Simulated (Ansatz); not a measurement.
Os (hcp, Mg type)

```xyz
2
Lattice="2.7383 0.0000 0.0000 -1.3692 2.3715 0.0000 0.0000 0.0000 4.3159" Properties=species:S:1:pos:R:3 pbc="T T T"
Os     0.0000     1.5810     3.2369
Os     1.3692     0.7905     1.0790
```

The slice is a (1 -1 0 0) plane (indices of the conventional cell) through the point (0.667, 0.333, 0.250) (fractional), spanned by u = [110] and v = [001] in vectors of this cell: u (2.74 Å) and v (4.32 Å, at 90° to u). It covers one period; positions are fractions (u, v).

Method: r2SCAN (plane waves to 500 eV, PAW, scalar-relativistic; Ansatz, a first-principles code). k mesh 19×19×11. These are valence fields of a PAW run, semicore shells included where kept as valence: close to a nucleus they are smooth pseudo fields. Os is run without spin polarisation. Os was relaxed with its symmetry unable to fall. Spin-orbit coupling is left out, though Os is heavy.

Problem. What is the ELF at the midpoint of the shortest Os–Os line in this plane (2.74 Å)?

Solution. 0.4.

Problem. What is the valence density on the shortest Os–Os line in this plane (2.74 Å), at its midpoint?

Solution. 0.44 e/Å³.

Problem. Sketch the electrostatic potential energy of an electron, from the cell's mean on this plane as a map.

Solution. 
```
|xxxxxx0550xxxxx|
|xxxxxx2662xxxxx|
|xxxxx058850xxxx|
|xxxx03799730xxx|
|xxx0268998620xx|
|001457777775410|
|666666544566666|
|988753000035788|
|998620xxxx02689|
|99740xxxxxx0479|
|98620xxxxxx0268|
|98610xxxxxx0168|
|98620xxxxxx0268|
|99740xxxxxx0479|
|998620xxxx02689|
|988753000035788|
|666666544566666|
|001457777775410|
|xxx0268998620xx|
|xxxx03799730xxx|
|xxxxx058850xxxx|
|xxxxxx2662xxxxx|
|xxxxxx0550xxxxx|
|xxxxxx0550xxxxx|
```
Scale: ten equal steps from 5.00 (start of '0') to 13.22 (end of '9'), in the order '0123456789'. Values: electrostatic potential energy of an electron, from the cell's mean, in eV. The map has 15 points along u (one character each, u = 0 at the left) and 24 along v (v = 0 in the bottom row). Points within 1 Å of a nucleus are blanked (x), as the pseudised field means little there. Values under 5 eV are set to 5. The zero, the cell's mean, hangs on the PAW cores.
